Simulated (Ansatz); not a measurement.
An Ansatz (a first-principles code) run. Input:

Ansatz 0.2 input:
```yaml
crystal:
  lattice:
    - [3.5044634285, 0.0, 0.0]
    - [0.0, 3.5044634285, 0.0]
    - [0.0, 0.0, 3.5044634285]
  atoms:
    - { symbol: Ni, position: [0.0, 0.5, 0.5], spin: 0.5 }
    - { symbol: Ni, position: [0.5, 0.0, 0.5], spin: 0.5 }
    - { symbol: Ni, position: [0.5, 0.5, 0.0], spin: 0.5 }
    - { symbol: Mn, position: [0.0, 0.0, 0.0], spin: 3.18 }
kpoints:
  mp_grid: { grid: [20, 20, 20] }
hamiltonian:
  xc: pbesol
  pseudopotentials: { kind: paw }
magnetization: { spin_polarized: true }
scf:
  occupations: { method: fermi_dirac, width: 0.1 }
elastic: { mode: relaxed_ion, stencil: two_point, amplitude: 0.005, f_tol: 0.0005 }
```

Output (shortened):

```
Pseudopotential: Ni, paw, valence charge 18
Pseudopotential: Mn, paw, valence charge 15
Functional definition: PBEsol
a single point of the input's cell can leave the moments in the input for a lower state (scf.lower_state_search) …
Crystal: 4 atoms, lattice volume = 43.039 Å³
Basis set: ecut = 420 eV, 847 PW (Γ), exchange–correlation on 48×48×48 points (8 copies of the dense FFT grid, shifted against one another)
Bands: 45, of which v1, the nominal top of the filled ones, is band 35 counted from 1 (34 counted from 0)
Symmetry: 48 space group operations
Space group: Pm-3m (ITA 221), of the structure as read, at distance tolerance 3.5e-5 Å
k-points: 286 of 8000
Starting moments: Σ|m| = 4.68 μB on 4 of 4 sites
SCF 1 converged in 13 iterations: F = -21284.086619 eV  dr2 = 3.24e-8
a single point of the input's cell can leave the moments in the input for a lower state (scf.lower_state_search) …
Crystal: 4 atoms, lattice volume = 43.039 Å³
Stability of the state it starts from, as read at its close in the collinear treatment …
Starting moments: Σ|m| = 4.68 μB on 4 of 4 sites; this step starts from the density that it was given
SCF 2 converged in 11 iterations: F = -21284.086619 eV  dr2 = 9.44e-15
Crystal: 4 atoms, lattice volume = 42.824 Å³
Symmetry: 16 space group operations
k-points: 726 of 8000
spin=Collinear: Kerker preconditioning applied to the charge; magnetization (m = ρ↑ − ρ↓) channel mixes plain (no charge-response kernel on spin).
SCF 3 converged in 17 iterations: F = -21284.085845 eV  dr2 = 4.54e-14
Crystal: 4 atoms, lattice volume = 43.254 Å³
spin=Collinear: Kerker preconditioning applied to the charge; magnetization (m = ρ↑ − ρ↓) channel mixes plain (no charge-response kernel on spin).
SCF 4 converged in 22 iterations: F = -21284.085433 eV  dr2 = 5.78e-14
Crystal: 4 atoms, lattice volume = 43.039 Å³
Symmetry: 8 space group operations
k-points: 1221 of 8000
spin=Collinear: Kerker preconditioning applied to the charge; magnetization (m = ρ↑ − ρ↓) channel mixes plain (no charge-response kernel on spin).
SCF 5 converged in 15 iterations: F = -21284.086118 eV  dr2 = 2.79e-14
Crystal: 4 atoms, lattice volume = 43.039 Å³
spin=Collinear: Kerker preconditioning applied to the charge; magnetization (m = ρ↑ − ρ↓) channel mixes plain (no charge-response kernel on spin).
SCF 6 converged in 13 iterations: F = -21284.086118 eV  dr2 = 1.78e-14
SCF converged after 11 iterations
Magnetization: 4.3713 μB (36.6857 up, 32.3143 down)
Absolute magnetization: 4.7018 μB (∫|ρ↑−ρ↓|, with the PAW one-centre terms)
Spin contamination: 0.1511 ħ² per cell (⟨S²⟩ above its minimum at these occupations)
Per-site moments (μB) at R_I (Å): [(0.47568331123410956, 1.0221873150689507), (0.47568331123410934, 1.0221873150689507), (0.47568331123410923, 1.0221873150689507), (2.938308390555927, 1.0221873150689507)]
Free energy (F): -21284.086619 eV
Harris-Foulkes:  -21284.086619 eV  (|F-HF|=3.64e-12)
Internal energy: -21283.937454 eV  (E = F + TS)
E sigma→0 (E₀):  -21284.012037 eV
Entropy (-TS):   -0.149166 eV (-37.291 meV/atom)
Fermi energy:    18.785236 eV
--- Per-component energies (eV) ---
  E_band       = -994.714917
  E_kinetic    = 1155.598456
  E_local      = -11891.459953  (includes V_loc(G=0)·N_el)
  E_nonlocal   = 2150.214919
  E_hartree    = 4964.739794
  E_xc         = -368.594728
  E_vxc        = -476.115820  (∫ρ·V_xc dr)
  E_paw        = -6052.404226  (= ΣΔE_a)
  E_vpaw       = -1862.433648  (= ΣTr[D̂ρ^β])
  E_aug_tail   = 0.001530  (compensation charges beyond the density's cutoff)
  E_ewald      = -11242.794763
  E_core_change = 0.761517  (= ΣΔE_core)
  E_smearing   = -0.149166  (= −TS)
  E_closure    = 0.000000  (closes the sum)
  Σ components = -21284.086619   (vs F -21284.086619, Δ=0.00e0)
--- Forces (eV/Å), atoms counted from 1 ---
  atom   1  Ni     0.00000000     0.00000000     0.00000000
  atom   2  Ni     0.00000000     0.00000000     0.00000000
  atom   3  Ni     0.00000000     0.00000000     0.00000000
  atom   4  Mn     0.00000000     0.00000000     0.00000000
  max |Σ_I F_I| component: 0.0 eV/Å
--- Stress (GPa, compression-positive) ---
       -0.157818       0.000000       0.000000
        0.000000      -0.157818       0.000000
        0.000000       0.000000      -0.157818
  P = ⅓ Tr σ = -0.1578 GPa (-1.578 kbar)
--- Band table (eV; the first three rows and the last of 572) ---
  k-point 0 ↑: bands = ["-84.4430", "-84.4070", "-84.4070", "-61.4738", "-45.0320", "-45.0320", "-45.0320", "-44.9539", "-44.9539", "-44.9539", "-44.8663", "-44.8663", "-44.8663", "-30.3396", "-30.3396", "-30.3396", "9.5945", "13.6085", "13.6085", "14.1831", …
  k-point 1 ↑: bands = ["-84.4428", "-84.4072", "-84.4070", "-61.4738", "-45.0315", "-45.0315", "-45.0312", "-44.9540", "-44.9540", "-44.9539", "-44.8672", "-44.8667", "-44.8667", "-30.3399", "-30.3397", "-30.3397", "9.6281", "13.6199", "13.6268", "14.1956", …
  k-point 2 ↑: bands = ["-84.4422", "-84.4078", "-84.4070", "-61.4737", "-45.0299", "-45.0299", "-45.0286", "-44.9544", "-44.9544", "-44.9540", "-44.8700", "-44.8678", "-44.8678", "-30.3408", "-30.3397", "-30.3397", "9.7285", "13.6512", "13.6808", "14.2331", …
  k-point 285 ↓: bands = ["-83.7924", "-83.7924", "-83.7924", "-58.2042", "-44.4391", "-44.4391", "-44.4391", "-44.4300", "-44.3011", "-44.3011", "-44.3011", "-44.2259", "-44.2259", "-27.1470", "-27.1470", "-27.1470", "14.2681", "14.2681", "14.2681", …
--- Elastic constants: 2 strain directions × 2 members + reference (group order 48) ---
  dense FFT box of the reference and of every strained cell: 24×24×24
  strains applied: 11, 23; error gains: componentwise 1.00 (the most a stress slope's error grows in a printed constant), spectral 1.73 (1 for all six strains …
  C = ∂σ_k/∂η_j (tension-positive GPa; Voigt order 11 22 33 23 13 12):
       291.992    162.502    162.502      0.000      0.000      0.000
       162.502    291.992    162.502      0.000      0.000      0.000
       162.502    162.502    291.992      0.000      0.000      0.000
         0.000      0.000      0.000    149.305      0.000      0.000
         0.000      0.000      0.000      0.000    149.305      0.000
         0.000      0.000      0.000      0.000      0.000    149.305
  reference stress σ⁰ (GPa):      0.158      0.158      0.158      0.000      0.000      0.000
  moduli (Voigt/Reuss/Hill, GPa): K = 205.67/205.67/205.67   G = 115.48/98.07/106.78   E = 273.07   ν = 0.279
  mechanically stable: yes (min eigenvalue of sym C = 129.49 GPa)
  strain η (Voigt 11):  stress-route row diagonal C_11 = 291.99 GPa, energy-path curvature d²(F+E_count+ΔE)/dδ²/Ω₀ = 292.02 GPa
         δ    σ_11 (GPa)             F (eV)   n_scf  n_hpsi   n_pw
    -5.000e-3      -1.3218      -21284.0858453      17  1693804    862   relax 0 steps, max|allowed force component| 0.0 eV/Å
     5.000e-3       1.5981      -21284.0854327      22  2260691    868   relax 0 steps, max|allowed force component| 0.0 eV/Å
  strain η (Voigt 23):  stress-route row diagonal C_44 = 149.31 GPa, energy-path curvature d²(F+E_count+ΔE)/dδ²/Ω₀ = 149.23 GPa
         δ    σ_23 (GPa)             F (eV)   n_scf  n_hpsi   n_pw
    -5.000e-3      -0.7465      -21284.0861185      15  2548281    866   relax 0 steps, max|allowed force component| 0.0 eV/Å
     5.000e-3       0.7465      -21284.0861185      13  2203734    866   relax 0 steps, max|allowed force component| 0.0 eV/Å
```

Cost: around 18 core-minutes (rough) on shared cores.

The workflow started from an entry of the Crystallography Open Database (COD). Whether it is the stable phase at ambient conditions was not checked. Symmetry was held in the PBEsol relaxation; its stability against distortions is not shown here. The final state is ferromagnetic, chosen from 5 collinear starts compared on coarse meshes (ties went to the first, and starts can fall back to one state), not a proven ground state. As this level gives no gap, shear constants depend on the k-mesh and smearing (Fermi–Dirac, 0.1 eV here).

Potentials: the later of the program's two PAW sets.

Ansatz is a plane-wave DFT program.
